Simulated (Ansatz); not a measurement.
## Notes on K₂Ir₃

```xyz
5
Lattice="0.0000 5.3891 0.0000 4.7376 0.0000 0.0000 2.3688 2.6945 -4.8610" Properties=species:S:1:pos:R:3 pbc="T T T"
Ir    0.0000    0.0000    0.0000
Ir    2.3688    1.3667    0.0000
Ir    2.3688    4.0224    0.0000
K     2.3688    5.3891   -2.9458
K     4.7376    2.6945   -1.9152
```

Method: PBE, no spin polarisation; PAW, plane waves to 420 eV, 8×8×8 Γ-centred mesh, fermi-dirac occupations (width 0.1 eV) (Ansatz 0.2.0), atoms fixed.

(1) Is the cell too large or too small?

(2) Describe some of the short contacts.

(3) What happens at the Fermi level?

(4) Which atom feels the largest force, and which way?

Origin: a known structure type with other elements, at an estimated volume, so it need not be a known compound. Caveats: many states at the Fermi level without spin polarisation, so a magnetic state may lie lower.

Results:

(1) The pressure is -6.9 GPa (compression positive), so with the atoms held at these fractions the cell would first shrink. The principal stresses -14.3, -13.7, 7.2 GPa differ, so its shape would change too.

(2) Ir–Ir at 2.66 Å: least valence density 0.50 e/Å³ and ELF 0.37 there. K–Ir at 3.25 Å: least valence density 0.10 e/Å³ and ELF 0.06 there. K–K at 3.73 Å: least valence density 0.02 e/Å³ and ELF 0.01 there, so no covalent bond. Both are smooth PAW fields, read partly inside the augmentation spheres.

(3) It is a metal, with about 6.4 states/eV a cell as the mean within 0.25 eV of the Fermi level, mostly Ir d (91 %).

(4) The largest is on K4 (and as large on other atoms): 0.28 eV/Å, components (0.00, 0.00, 0.28). It makes 25° with the line to a nearest neighbour, Ir3 at 3.25 Å, pointing towards it.
